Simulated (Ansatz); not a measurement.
CdTe (wurtzite, P6_3mc), a = 4.5835 Å, b = 4.5835 Å, c = 7.5153 Å, α = 90.00°, β = 90.00°, γ = 120.00°.

Relaxed with PBEsol. PBEsol in the plane-wave PAW code Ansatz gives a gap of 0.69 eV.

### Question
What gap does HSE06 give on the same cell (Ansatz, PAW)?

### Answer
1.66 eV, 0.98 eV more. The hybrid was solved on a coarser mesh and at special points; its gap is the smallest among all of these.

Cost on shared cores: the PBEsol run (SCF on a 7×7×4 mesh, then bands and DOS) very roughly 60 core-seconds, the HSE06 run (SCF on 5×5×3, then a few points) about 70 core-seconds (a rough figure); the tasks are unlike.

The first step of the workflow began from a Materials Project structure, measured or hypothetical; the Crystallography Open Database copy checked does not list it. It is not the phase usual at ambient conditions (space group No. 216). The PBEsol relaxation kept the symmetry of its start; its stability against distortions is not shown here. Scalar-relativistic: spin–orbit coupling is off unless named, which matters more the heavier the elements.

Potentials: the earlier of the program's two PAW sets.
